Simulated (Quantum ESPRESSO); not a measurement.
Parts of the isotropic shielding in La2O3, by PBE GIPAW (a modified build of Quantum ESPRESSO, JTH PAW datasets), 30 Ha, k-mesh 5×5×3 shifted:

```xyz
5
Lattice="3.9308 0.0000 0.0000 -1.9654 3.4042 0.0000 0.0000 0.0000 6.1119" Properties=species:S:1:pos:R:3 pbc="T T T"
La     1.9654     1.1347     4.6069
La     0.0000     2.2694     1.5050
O      1.9654     1.1347     2.1643
O      0.0000     2.2694     3.9476
O      0.0000     0.0000     0.0000
```
Geometry: a computed entry of the Materials Project; it was not checked against measured cells. It is La2O3 in P-3m1. Stability against distortions was not tested. The run has no spin polarisation.

The core term is that of the free atom's frozen core; the paramagnetic column sums the reconstruction terms. These are absolute shieldings with no macroscopic susceptibility term; δ = σ_ref − σ needs a reference computed alike. In our sweeps, cutoffs and meshes of this size left a few ppm, and up to some 20 ppm on atoms from Zn on. Spin–orbit coupling is left out; its weight grows with the heaviest atom, La here. PBE places the empty d or f states of La too low, which is known to distort σ on and beside such ions. The structure is static (0 K, no zero-point motion).

```tsv
site	core	bare (smooth current)	diamagnetic correction	paramagnetic corrections	σ_iso (ppm)
O1 (atoms 3, 4)	271.1	-105.6	26.0	?	?
O2 (atom 5)	271.1	-89.0	25.5	?	?
```

**Question.** Fill in the missing entries.

**Answer.** 
- O1 (atoms 3, 4), paramagnetic corrections: -652.6
- O1 (atoms 3, 4), σ_iso (ppm): -461.2
- O2 (atom 5), paramagnetic corrections: -587.2
- O2 (atom 5), σ_iso (ppm): -379.6
